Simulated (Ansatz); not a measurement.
SrCd$_{2}$Sb$_{2}$ under strain

All numbers below come from DFT PBEsol, scalar-relativistic, plane waves, PAW in Ansatz. (420 eV cutoff, 12×12×6 k-mesh, Gaussian smearing of 0.10 eV, no spin polarisation)

The relaxed crystal:

```yaml
crystal:
  lattice:
    - [4.70097, 0.00000, 0.00000]
    - [-2.35048, 4.07116, 0.00000]
    - [0.00000, 0.00000, 7.73462]
  atoms:
    - { symbol: Sr, position: [0.00000, 0.00000, 0.00000] }
    - { symbol: Cd, position: [0.33333, 0.66667, 0.63178] }
    - { symbol: Cd, position: [0.66667, 0.33333, 0.36822] }
    - { symbol: Sb, position: [0.33333, 0.66667, 0.24939] }
    - { symbol: Sb, position: [0.66667, 0.33333, 0.75061] }
```

Deformation: all cell vectors scaled alike, the atoms relaxed, all within the symmetry that the strain leaves. Energies are extrapolated to zero smearing. Stress is positive in compression, on the Cartesian axes of the cell above. Gaps are Kohn–Sham gaps over the whole zone.

Spin-orbit coupling is left out, which matters for the bands and energies of heavy elements.

Strains computed: -3.0, -2.0, -1.0, +1.0, +2.0, +3.0 %.

Question: At which strain does the energy stand 35.8 meV/atom over the relaxed crystal with σxx = 5.11, σyy = 5.11, σzz = 4.30 GPa?

Answer: -3.0 %.